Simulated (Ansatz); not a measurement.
## Is this Ta6Mo structure a true minimum?

It was reached by relaxing an invented guess, and it needn't be the stable form of this composition.

All numbers below come from Ansatz 0.2.0, DFT PBE, scalar-relativistic, plane waves, PAW. Cutoff 420 eV; k points 12×12×12 on the computed 7-atom cell (Γ-centred); Gaussian smearing, width 0.10 eV; no spin polarisation.

The cell below (7 atoms, space group R-3m (No. 166)) is relaxed within its symmetry.

```
Ta Mo
1.0
     2.33559    1.34845    6.61832
    -2.33559    1.34845    6.61832
     0.00000   -2.69690    6.61832
Ta Mo
6 1
Direct
  0.85917 0.85917 0.85917
  0.56978 0.56978 0.56978
  0.14083 0.14083 0.14083
  0.43022 0.43022 0.43022
  0.71271 0.71271 0.71271
  0.28729 0.28729 0.28729
  0.00000 0.00000 0.00000
```

For the test it was strained at random (σ = 1.5 % a component), the atoms were moved at random (σ = 0.05 Å), and all was relaxed again on a coarse 6×6×6 mesh (in the run’s order of axes) with 0.20 eV smearing, with no symmetry imposed.

Spin–orbit coupling, which can matter for Ta, is left out.

Q: Is the structure stable against such a distortion?

A: It returns, within 1 meV/atom of the unmoved cell on that mesh and with the same symmetry when read at 0.1 Å. So it is stable against the distortions that fit this cell and that this random move excites. Modes that don't fit the cell aren't tested.
